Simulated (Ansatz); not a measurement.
Profile along the K–Br line in KBr (rock salt)

KBr (rock salt)

```xyz
2
Lattice="0.0000 3.3044 3.3044 3.3044 0.0000 3.3044 3.3044 3.3044 0.0000" Properties=species:S:1:pos:R:3 pbc="T T T"
K      0.0000     0.0000     0.0000
Br     3.3044     3.3044     3.3044
```

Fields along a shortest K–Br line of a {110} plane (3.30 Å), from K to Br, interpolated on the slice's grid (step about 0.3 Å). Level of theory: r2SCAN (plane waves to 500 eV, PAW, scalar-relativistic; Ansatz, an electronic-structure program). k mesh 9×9×9. Near the nuclei the fields are pseudised (PAW); where an atom keeps semicore shells as valence, they peak there. KBr was relaxed with its symmetry unable to fall.

```tsv
distance from K (Å)	valence electron density (e/Å³)	electron localisation function
0.00	4.02	x
0.33	4.03	x
0.66	2.03	0.88
0.99	0.45	0.67
1.32	0.10	0.10
1.65	0.09	0.12
1.98	0.22	0.76
2.31	0.63	0.88
2.64	1.15	0.73
2.97	0.65	x
3.30	0.06	x
```

x: too close to a nucleus for the ELF to mean much.

Density on the K–Br line (3.30 Å) at its density minimum, 1.5 Å from K: 0.07 e/Å³. ELF at that point: 0.0. Character of the K–Br contact (rough rule: ELF there above 0.7 covalent, below 0.2 ionic, polar between): closed-shell (ionic).
